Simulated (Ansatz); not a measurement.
LiF:
```
CELL_PARAMETERS angstrom
      3.32834     0.00000     0.00000
     -1.66417     2.88243     0.00000
      0.00000     0.00000     4.09782
ATOMIC_POSITIONS crystal
  Li 0.33333 0.66667 0.75000
  F  0.66667 0.33333 0.75000
  F  0.33333 0.66667 0.25000
  Li 0.66667 0.33333 0.25000
```

Relaxed with PBE. Special points in fractions of this cell's reciprocal vectors: Γ (0.000, 0.000, 0.000); M (0.500, 0.000, 0.000); K (0.333, 0.333, 0.000); A (0.000, 0.000, 0.500); L (0.500, 0.000, 0.500); H (0.333, 0.333, 0.500).

Problem. List the band energies nearest the valence-band maximum at these points for PBE in the plane-wave PAW code Ansatz.

Solution. In eV from the valence-band maximum; about four levels below and three above (degenerate sets whole), none deeper than 8.9 eV; … stands for higher levels left out; points with the same levels are listed once.

| k | below | above |
|---|---|---|
| Γ | -1.18 -1.18 -0.46 -0.46 0.00 | 7.54 14.23 15.85 |
| M | -1.67 -1.01 -0.83 -0.47 | 10.27 13.10 14.80 |
| K | -1.23 -1.23 -1.09 -1.09 -0.77 | 10.90 14.48 14.48 |
| A | -0.82 -0.82 -0.82 -0.82 | 9.96 9.96 … |
| L | -1.11 -1.11 -0.39 -0.39 | 10.77 10.77 … |
| H | -1.71 -1.71 -0.13 -0.13 | 12.03 12.03 … |

Space group P6_3/mmc. The start of the workflow was typed in or built on a structure type; neither database checked (COD, Materials Project) lists it. It is not the phase usual at ambient conditions (space group No. 225). The PBE relaxation kept the symmetry of its start; its stability against distortions is not shown here.

Potentials: the later of the program's two PAW sets.
